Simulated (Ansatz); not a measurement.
PbO: from a starting cell to a relaxed one

The start is a generated cell, PbO placed in the AFLOW prototype AB_hP8_194_ad_f (B_i, as in TiAs). A full variable-cell relaxation at zero pressure is run with r2SCAN (plane waves to 500 eV, PAW, scalar-relativistic; Ansatz, a first-principles code). The first steps use a 10×10×3 k-mesh.

Starting cell:
```
CELL_PARAMETERS angstrom
      3.66925     0.00000     0.00000
     -1.83462     3.17766     0.00000
      0.00000     0.00000    12.37867
ATOMIC_POSITIONS crystal
  O  0.33333 0.66667 0.12500
  O  0.66667 0.33333 0.62500
  O  0.66667 0.33333 0.87500
  O  0.33333 0.66667 0.37500
  Pb 0.00000 0.00000 0.00000
  Pb 0.00000 0.00000 0.50000
  Pb 0.33333 0.66667 0.75000
  Pb 0.66667 0.33333 0.25000
```

**Question.** How large is the pressure on the unrelaxed cell, and of which sign?

**Answer.** -2.1 GPa (negative: the cell is under tension).

**Question.** Which atoms feel the largest initial force, and how large is it?

**Answer.** 0.11 eV/Å, on O1, O2, O3, O4 (atoms numbered as listed).

**Question.** By how much does the energy per atom fall from start to end?

**Answer.** 3 meV/atom.

**Question.** How does the volume per atom move from start to end?

**Answer.** -2.3 %, from 18.04 to 17.62 Å³/atom.

**Question.** How do the shortest distances between atoms change?

**Answer.** The closest pairs of elements (up to four, under 3.6 Å), start → end: O–Pb 2.62 → 2.60 Å; O–O 3.09 → 3.11 Å.

**Question.** Is the relaxed structure metallic? Give its gap.

**Answer.** No clear gap: the sampled points leave 0.09 eV away from the symmetry points, which may be a band crossing missed between them.

**Question.** What does it relax into? Give the structure.

**Answer.** 
Space group P6₃/mmc (No. 194); a = b = 3.631 Å, c = 12.346 Å, α = β = 90.00°, γ = 120.00°

| atom | site | symmetry | x | y | z |
|---|---|---|---|---|---|
| O | 4f | 3m. | 0.3333 | 0.6667 | 0.1241 |
| Pb | 2a | -3m. | 0.0000 | 0.0000 | 0.0000 |
| Pb | 2d | -6m2 | 0.6667 | 0.3333 | 0.2500 |

The space group stays P6₃/mmc (No. 194) (the run could not lower it); the end is AFLOW prototype AB_hP8_194_ad_f (B_i, as in TiAs), with 8 atoms in the primitive cell. No spin polarisation in the result. Spin-orbit coupling is missing; with elements this heavy it can move band edges by tenths of an eV or more.

The run could not lose the symmetry of its start, so the end can be a saddle point.

The relaxed structure here is a generated cell of PbO: the first start was made by placing the elements on the sites of a structure type, and the end was not matched to a known phase here, so it may be hypothetical. Known forms of PbO include space group No. 129.
